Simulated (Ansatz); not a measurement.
Computed with Ansatz 0.2.0, DFT PBE, scalar-relativistic, plane waves, PAW. Settings: cutoff 420 eV, Γ-centred meshes spaced at most about 0.3 Å⁻¹ (2π included), Gaussian smearing. No spin polarisation in the final relaxations.

These are static total energies at zero pressure.

Two forms of HfZrS4 were relaxed alike.

A.

```cif
data_structure
_symmetry_space_group_name_H-M 'P2/m'
_symmetry_Int_Tables_number 10
_cell_length_a 6.3547
_cell_length_b 3.6694
_cell_length_c 6.7957
_cell_angle_alpha 90.000
_cell_angle_beta 90.033
_cell_angle_gamma 90.000
_cell_volume 158.46
loop_
_atom_site_label
_atom_site_type_symbol
_atom_site_symmetry_multiplicity
_atom_site_Wyckoff_symbol
_atom_site_fract_x
_atom_site_fract_y
_atom_site_fract_z
_atom_site_occupancy
Zr1 Zr 1 a 0.00000 0.00000 0.00000 1
Hf1 Hf 1 e 0.50000 0.50000 0.00000 1
S1 S 2 n 0.16900 0.50000 0.21305 1
S2 S 2 m 0.66453 0.00000 0.21266 1
```

B.

```cif
data_structure
_symmetry_space_group_name_H-M 'P-3m1'
_symmetry_Int_Tables_number 164
_cell_length_a 3.6683
_cell_length_b 3.6683
_cell_length_c 13.5793
_cell_angle_alpha 90.000
_cell_angle_beta 90.000
_cell_angle_gamma 120.000
_cell_volume 158.25
loop_
_atom_site_label
_atom_site_type_symbol
_atom_site_symmetry_multiplicity
_atom_site_Wyckoff_symbol
_atom_site_fract_x
_atom_site_fract_y
_atom_site_fract_z
_atom_site_occupancy
Zr1 Zr 1 b 0.00000 0.00000 0.50000 1
Hf1 Hf 1 a 0.00000 0.00000 0.00000 1
S1 S 2 d 0.66667 0.33333 0.39277 1
S2 S 2 d 0.66667 0.33333 0.89404 1
```

Task: Which placement of the atoms is lower in energy, and by how much?

Result: They are level within the accuracy (under 1 meV/atom apart). The two share one framework of sites and differ in which element sits where. A has Zr and Hf ordered on cadmium iodide sites, space group P2/m (No. 10), 26.4 Å³/atom and a gap of 1.14 eV on its mesh; B has Zr and Hf ordered on cadmium iodide sites, space group P-3m1 (No. 164), 26.4 Å³/atom and a gap of 1.13 eV. Counting S atoms around Hf and Zr (those within 1.25 times the shortest such distance or 1.15 times the sum of covalent radii, 1.27 where that leaves under three), A and B both have Hf 6, Zr 6. In A, Zr has 6 S at 2.57–2.58 Å, 4 Hf at 3.67 Å and 2 Zr at 3.67 Å; Hf has 6 S at 2.55–2.56 Å, 4 Zr at 3.67 Å and 2 Hf at 3.67 Å; S on its first site has 1 Hf at 2.55 Å and 2 Zr at 2.57 Å; 1 more site not described. In B, Zr has 6 S at 2.57 Å; Hf is surrounded by 6 S at 2.56 Å; around S on its first site lie 3 Zr at 2.57 Å; 1 more site not described. Both come from invented guesses.

No dispersion correction is applied, so the spacing and binding between layers, chains or molecules are poorly described (P2/m, P-3m1), and this can change margins and order among such cells. Spin–orbit coupling, which can matter for Hf, is left out. Kohn–Sham gaps at this level usually fall short of measured ones. Cells relaxed within their symmetry can be saddle points.
